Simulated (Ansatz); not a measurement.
The calculation used DFT PBE, scalar-relativistic, plane waves, PAW in Ansatz 0.2.0. Settings: cutoff 420 eV, Γ-centred meshes spaced at most about 0.3 Å⁻¹, and about 0.25 Å⁻¹ or finer for metals (2π included), Gaussian smearing. No spin polarisation in the final relaxations.

These are static total energies at zero pressure.

Compare these two cells of CaTl₂Ge₂, each relaxed at this level.

A.

```yaml
crystal:
  lattice:
    - [5.09443, 0.00000, 0.00000]
    - [-2.54721, 4.41190, 0.00000]
    - [0.00000, 0.00000, 12.36388]
  atoms:
    - { symbol: Ca, position: [0.00000, 0.00000, 0.51900] }
    - { symbol: Ca, position: [0.00000, 0.00000, 0.01900] }
    - { symbol: Tl, position: [0.33333, 0.66667, 0.15895] }
    - { symbol: Tl, position: [0.66667, 0.33333, 0.65895] }
    - { symbol: Tl, position: [0.33333, 0.66667, 0.83712] }
    - { symbol: Tl, position: [0.66667, 0.33333, 0.33712] }
    - { symbol: Ge, position: [0.33333, 0.66667, 0.39548] }
    - { symbol: Ge, position: [0.66667, 0.33333, 0.89548] }
    - { symbol: Ge, position: [0.00000, 0.00000, 0.27377] }
    - { symbol: Ge, position: [0.00000, 0.00000, 0.77377] }
```

B.

```yaml
crystal:
  lattice:
    - [-2.25760, 2.25760, 6.85849]
    - [2.25760, -2.25760, 6.85849]
    - [2.25760, 2.25760, -6.85849]
  atoms:
    - { symbol: Ca, position: [0.00000, 0.00000, 0.00000] }
    - { symbol: Tl, position: [0.75000, 0.25000, 0.50000] }
    - { symbol: Tl, position: [0.25000, 0.75000, 0.50000] }
    - { symbol: Ge, position: [0.58845, 0.58845, 0.00000] }
    - { symbol: Ge, position: [0.41155, 0.41155, 0.00000] }
```

Question: Which is lower in energy, and by how much?

Answer: B is lower, by 81 meV/atom. A has space group P6_3mc (No. 186), 27.8 Å³/atom and no gap on its mesh; B has space group I4/mmm (No. 139), 28.0 Å³/atom and no gap. Counting Ge atoms around Ca and Tl (those within 1.25 times the shortest such distance or 1.15 times the sum of covalent radii; a plus sign parts nearer from farther groups; the shortest distance is added where it is long for a bond; a slash parts the counts of unlike sites), A has Ca 5, Tl 1+3/6 and B has Ca 8, Tl 4 from 3.2 Å. B holds Ge–Ge pairs (shortest 2.43 Å); in A the shortest Ge–Ge distance is 3.30 Å. Both come from invented guesses.

These runs have no spin–orbit coupling, which can matter for Tl. Cells relaxed within their symmetry can be saddle points.
